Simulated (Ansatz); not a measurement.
**Two states of EuNi**

```
Ni Eu
1.0
     0.00000    3.73392    3.73392
     3.73392    0.00000    3.73392
     3.73392    3.73392    0.00000
Ni Eu
2 2
Direct
  0.50000 0.50000 0.50000
  0.75000 0.75000 0.75000
  0.00000 0.00000 0.00000
  0.25000 0.25000 0.25000
```

The numbers come from plane-wave PAW DFT (Ansatz): PBE, with U_eff = 6.52 eV on Eu f (all-electron-ortho-atomic projectors), 420 eV, 6×6×6 Γ-centred k points, fermi-dirac occupations (width 0.1 eV). Nothing was relaxed.

State A: Ni1 down, Ni2 down, Eu3 up, Eu4 up (collinear spin). State B: Eu3 up, Eu4 down (collinear spin).

Task: Compare the two self-consistent states.

Result: State A is lower by 24.4 meV an atom at zero smearing; in free energy at this smearing B lies +26.7 meV an atom from A.

| state | free energy (meV/atom) | largest moment in a small sphere (μB) | net moment (μB/cell) | gap on mesh (eV) | pressure (GPa) | largest force (eV/Å) |
| --- | --- | --- | --- | --- | --- | --- |
| A | 0.0 | 7.07 | 14.16 | metal | -6.4 | 0.00 |
| B | 26.7 | 6.93 | 0.00 | metal | -6.3 | 0.00 |

Origin: a known structure type with other elements, at an estimated volume, so it need not be a known compound.
